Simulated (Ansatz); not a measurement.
SnSe2:
```
SnSe2
1.0
    3.87208     0.00000     0.00000
   -1.93604     3.35332     0.00000
    0.00000     0.00000     7.00852
Sn Se
1 2
Direct
  0.00000   0.00000   0.00000
  0.66667   0.33333   0.77252
  0.33333   0.66667   0.22748
```

Relaxed with PBE.

Q: Which orbitals make up the states near the band edges in the program Ansatz at the PBE level (PAW)?

A: Top 1 eV of the valence band: Se 4p 96 %. Bottom 1 eV of the conduction band: Se 4p 61 %, Sn 5s 32 %. Projections are on Löwdin-orthogonalised atomic valence shells; empty p or d shells of many metals are not among them.

Q: Tabulate the density of states.

A: States/eV per cell of 3 atoms, in 0.25 eV bins, energy from the valence-band maximum.

| E (eV) | total | Se 4p | Sn 5p | Sn 5s |
|---|---|---|---|---|
| -7.85 | 0.00 | 0.00 | 0.00 | 0.00 |
| -7.60 | 0.00 | 0.00 | 0.00 | 0.00 |
| -7.35 | 0.00 | 0.00 | 0.00 | 0.00 |
| -7.10 | 0.11 | 0.04 | 0.00 | 0.07 |
| -6.85 | 2.65 | 0.91 | 0.00 | 1.58 |
| -6.60 | 1.33 | 0.44 | 0.00 | 0.75 |
| -6.35 | 1.00 | 0.32 | 0.00 | 0.53 |
| -6.10 | 0.91 | 0.29 | 0.00 | 0.44 |
| -5.85 | 1.05 | 0.35 | 0.00 | 0.45 |
| -5.60 | 0.90 | 0.33 | 0.00 | 0.34 |
| -5.35 | 0.04 | 0.01 | 0.00 | 0.01 |
| -5.10 | 0.00 | 0.00 | 0.00 | 0.00 |
| -4.85 | 0.00 | 0.00 | 0.00 | 0.00 |
| -4.60 | 0.00 | 0.00 | 0.00 | 0.00 |
| -4.35 | 0.08 | 0.05 | 0.03 | 0.00 |
| -4.10 | 1.39 | 0.83 | 0.49 | 0.00 |
| -3.85 | 2.03 | 1.25 | 0.69 | 0.00 |
| -3.60 | 1.47 | 0.94 | 0.47 | 0.00 |
| -3.35 | 1.33 | 0.86 | 0.39 | 0.01 |
| -3.10 | 1.41 | 0.93 | 0.40 | 0.01 |
| -2.85 | 1.83 | 1.23 | 0.51 | 0.02 |
| -2.60 | 2.11 | 1.46 | 0.55 | 0.02 |
| -2.35 | 3.30 | 2.38 | 0.76 | 0.02 |
| -2.10 | 2.84 | 2.08 | 0.64 | 0.02 |
| -1.85 | 1.70 | 1.29 | 0.35 | 0.02 |
| -1.60 | 1.39 | 1.09 | 0.26 | 0.01 |
| -1.35 | 1.37 | 1.13 | 0.19 | 0.01 |
| -1.10 | 2.49 | 2.24 | 0.18 | 0.02 |
| -0.85 | 4.28 | 4.00 | 0.17 | 0.02 |
| -0.60 | 4.61 | 4.40 | 0.12 | 0.02 |
| -0.35 | 4.70 | 4.57 | 0.05 | 0.01 |
| -0.10 | 1.66 | 1.62 | 0.01 | 0.00 |
| 0.15 | 0.00 | 0.00 | 0.00 | 0.00 |
| 0.40 | 0.00 | 0.00 | 0.00 | 0.00 |
| 0.65 | 0.02 | 0.01 | 0.00 | 0.01 |
| 0.90 | 0.51 | 0.31 | 0.01 | 0.17 |
| 1.15 | 0.86 | 0.52 | 0.02 | 0.28 |
| 1.40 | 1.09 | 0.67 | 0.03 | 0.35 |
| 1.65 | 2.00 | 1.26 | 0.04 | 0.64 |
| 1.90 | 2.16 | 1.35 | 0.06 | 0.70 |
| 2.15 | 1.35 | 0.82 | 0.04 | 0.45 |
| 2.40 | 0.00 | 0.00 | 0.00 | 0.00 |
| 2.65 | 0.00 | 0.00 | 0.00 | 0.00 |
| 2.90 | 0.00 | 0.00 | 0.00 | 0.00 |
| 3.15 | 0.05 | 0.00 | 0.04 | 0.00 |
| 3.40 | 0.16 | 0.02 | 0.11 | 0.00 |
| 3.65 | 0.29 | 0.04 | 0.19 | 0.00 |
| 3.90 | 0.75 | 0.13 | 0.48 | 0.00 |
| 4.15 | 1.59 | 0.35 | 0.93 | 0.01 |
| 4.40 | 2.32 | 0.54 | 1.38 | 0.01 |
| 4.65 | 2.40 | 0.61 | 1.42 | 0.00 |
| 4.90 | 1.98 | 0.53 | 1.16 | 0.00 |
| 5.15 | 3.00 | 0.84 | 1.59 | 0.00 |
| 5.40 | 4.56 | 1.29 | 2.39 | 0.00 |

Space group P-3m1 (CdI2 type). The cell was relaxed with PBE under the symmetry of its start. The volume lies over 15 % above that of the usual cell of this phase: another minimum, or an error of the functional. A crystal of weakly bound layers computed without a dispersion correction: the cell and the soft elastic constants depend strongly on that. Scalar-relativistic: spin–orbit coupling is off unless named, which matters more the heavier the elements.

Potentials: the earlier of the program's two PAW sets.
